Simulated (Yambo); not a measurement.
RbCl (CsCl type, space group Pm-3m, No. 221), G0W0@PBEsol in Yambo with this input:

```
rim_cut
gw0
dyson
el_el_corr
HF_and_locXC
ppa
em1d
RandQpts= 1000000
RandGvec= 1 Ry
EXXRLvcs= 58 Ry
VXCRLvcs= 232 Ry
Chimod= "HARTREE"
% BndsRnXp
 1 | 134 |
%
NGsBlkXp= 10 Ry
% LongDrXp
 1.0 | 1.0 | 1.0 |
%
PPAPntXp= 27.2114 eV
% GbndRnge
 1 | 134 |
%
GTermKind= "BG"
DysSolver= "n"
ExtendOut
```

On a 4×4×4 mesh, with wavefunctions cut at 58 Ry, the gap (M → Γ) is 7.856 eV and the valence edge shifts by -2.092 eV.

What happens with this change: pole fitted at 10 eV?

The gap falls by 0.084 eV, to 7.772 eV; the shift of the valence edge becomes -1.930 eV. Neither run is shown to be the converged limit.

Geometry relaxed with PBEsol; primitive cell a = 3.8861 Å, b = 3.8861 Å, c = 3.8861 Å, α = 90.00°, β = 90.00°, γ = 90.00°.

This is not the ordinary phase of the substance.

A shift is the quasiparticle energy of the state minus its PBEsol energy.
